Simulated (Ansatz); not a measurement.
A geometry of Cu away from equilibrium: step 2 of the relaxation of a relaxed Cu cell, doubled along one cell vector, shaken by Gaussian noise of σ = 0.08 Å a coordinate. Method: r2SCAN (plane waves to 500 eV, PAW, scalar-relativistic; Ansatz, a program for electronic structure). Γ-centred k-mesh 16×8×16 on the run's cell (coarser than for final values), Fermi–Dirac smearing 0.05 eV.

```yaml
crystal:
  lattice:
    - [-1.42031, 1.42234, 1.42198]
    - [2.83005, -2.84119, 2.82988]
    - [1.42201, 1.42229, -1.42023]
  atoms:
    - { symbol: Cu, position: [0.02875, 0.99843, 0.02751] }
    - { symbol: Cu, position: [0.03366, 0.51739, 0.04271] }
```

Task: What forces act on the atoms (eV/Å)?

Result: 
```csv
atom,Fx,Fy,Fz
Cu1,0.43,-0.10,0.43
Cu2,-0.43,0.10,-0.43
```

Task: What is the pressure?

Result: +1.1 GPa, compression positive.

Task: How far above the relaxed end point is this geometry?

Result: 0.05 eV/atom; the path ends in Fm-3m (No. 225) (fcc (Cu type)).

No spin polarisation in the result.

The run could not lose the symmetry of its start.

Of the parent cell (Im-3m (No. 229)): it is a generated cell of Cu: the first start was made by placing the elements on the sites of a structure type, and the end was not matched to a known phase here, so it may be hypothetical. Known forms of Cu include space group No. 225.
